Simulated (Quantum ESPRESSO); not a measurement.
```
Ga2O3
1.0
    2.49870     1.44263     4.48355
   -2.49870     1.44263     4.48355
    0.00000    -2.88525     4.48355
Ga O
4 6
Direct
  0.85559   0.85559   0.85559
  0.14441   0.14441   0.14441
  0.64441   0.64441   0.64441
  0.35559   0.35559   0.35559
  0.75000   0.44684   0.05316
  0.25000   0.55316   0.94684
  0.05316   0.75000   0.44684
  0.94684   0.25000   0.55316
  0.44684   0.05316   0.75000
  0.55316   0.94684   0.25000
```
The geometry is a computed Materials Project entry, not a measured one. It is Ga2O3 in R-3c. Stability against distortions was not tested.

A lattice sum over point charges, one formal value an element (Ga +3, O -2), with no Sternheimer factor, costs far less than a self-consistent run. Taken along the main axis of each site's self-consistent tensor, it gives:

```json
[
 {"site": "Ga (atoms 1, 2, 3, 4)", "V along that axis, point charges (a.u.)": "0.015"},
 {"site": "O (atoms 5, 6, 7, 8, 9, 10)", "V along that axis, point charges (a.u.)": "-0.099"}
]
```

**Question.** How do the values of the PAW reconstruction of the field gradient on a scalar-relativistic PBE ground state (a modified build of Quantum ESPRESSO, JTH datasets) compare?

**Answer.** 
```
site  Vzz, PAW (a.u.)  PAW over point charges
----  ---------------  ----------------------
Ga              0.256                      17
O              -0.543                     5.5
```
  Cores are frozen. Against all-electron runs on small test molecules, this scheme's |Vzz| missed by −8 % on Ga, −2 to +6 % on O.
